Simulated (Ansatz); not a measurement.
# Data sheet: Al₃Ni (DFT)

Al3Ni:
```xyz
16
Lattice="6.5746 0.0000 0.0000 0.0000 7.3091 0.0000 0.0000 0.0000 4.7799" Properties=species:S:1:pos:R:3 pbc="T T T"
Al     0.0640     1.8273     4.3720
Al     6.5107     5.4818     0.4079
Al     3.2234     5.4818     1.9820
Al     3.3513     1.8273     2.7978
Al     1.1263     3.2447     1.7448
Al     5.4483     4.0644     3.0351
Al     2.1610     4.0644     4.1348
Al     4.4136     3.2447     0.6451
Al     4.4136     0.4098     0.6451
Al     2.1610     6.8993     4.1348
Al     5.4483     6.8993     3.0351
Al     1.1263     0.4098     1.7448
Ni     5.7242     1.8273     2.1185
Ni     0.8505     5.4818     2.6614
Ni     4.1378     5.4818     4.5084
Ni     2.4369     1.8273     0.2715
```

Space group Pnma (No. 62); conventional cell a = 6.5746 Å, b = 7.3091 Å, c = 4.7799 Å, α = 90.00°, β = 90.00°, γ = 90.00°.

Method: DFT-PBEsol in the program Ansatz with PAW potentials. Geometry: relaxed at this level of theory. Other levels are named where they apply.

Cell and energy:

- Volume per atom: 14.36 Å³
- Density: 4.04 g/cm³
- Formation energy from the elements (no fitted shifts): -0.41 eV/atom

Electronic structure:

Electronic character: metallic (no gap)
Density of states at the Fermi level: 0.29 states/eV per atom (mean over ±0.08 eV)

Mechanics:

* **Bulk modulus (Birch–Murnaghan fit)**: 121 GPa
* **Pressure derivative B′**: 4.3
* **Elastic constants (relaxed ions, GPa)**: C11 = 204, C22 = 216, C33 = 195, C12 = 81.9, C13 = 83.0, C23 = 74.9, C44 = 87.0, C55 = 76.4, C66 = 73.5
* **Mechanical stability**: stable (all eigenvalues of C positive)
* **Hill bulk and shear moduli**: 122 and 71.7 GPa
* **Young's modulus**: 180 GPa
* **Poisson's ratio**: 0.25
* **Debye temperature from the elastic constants**: 573 K

Phonons:

Highest zone-centre frequency: 12.38 THz
Zone-centre stability: no imaginary mode at Γ

The first step of the workflow began from a Materials Project structure, measured or hypothetical; the Crystallography Open Database copy checked does not list it. Its standing as an ambient phase is unchecked. Symmetry was held in the PBEsol relaxation. The run is not spin-polarised. As this level gives no gap, shear constants depend on the k-mesh and smearing (Fermi–Dirac, 0.1 eV here). As this level gives no gap, phonon frequencies hold no LO–TO term and depend on the k-mesh and smearing (Fermi–Dirac, 0.1 eV here). Axis ratios of metals converge slowly with the k-mesh, so a and c are less sure than the volume. The references are the lowest solids computed at this level, not always the standard phases.

Potentials: the later of the program's two PAW sets.
